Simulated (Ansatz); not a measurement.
Here is the system:

B:
```xyz
1
Lattice="-1.1469 1.1469 1.1469 1.1469 -1.1469 1.1469 1.1469 1.1469 -1.1469" Properties=species:S:1:pos:R:3 pbc="T T T"
B      0.0000     0.0000     0.0000
```

This is the r²SCAN-relaxed structure.

Question: All from r²SCAN (plane waves, PAW; program Ansatz), unless another level is named. Give the electronic character.

Answer: metallic (no gap).

Question: And the density of states at the Fermi level?

Answer: 0.19 states/eV per atom (mean over ±0.08 eV).

Space group Im-3m (bcc (W type)). A made-up cell: these elements were put on the sites of a structure type; neither database checked (COD, Materials Project) lists it. It is not the phase usual at ambient conditions (space group No. 166). The r²SCAN relaxation kept the symmetry of its start. At this level the phase is mechanically unstable.

Potentials: the later of the program's two PAW sets.
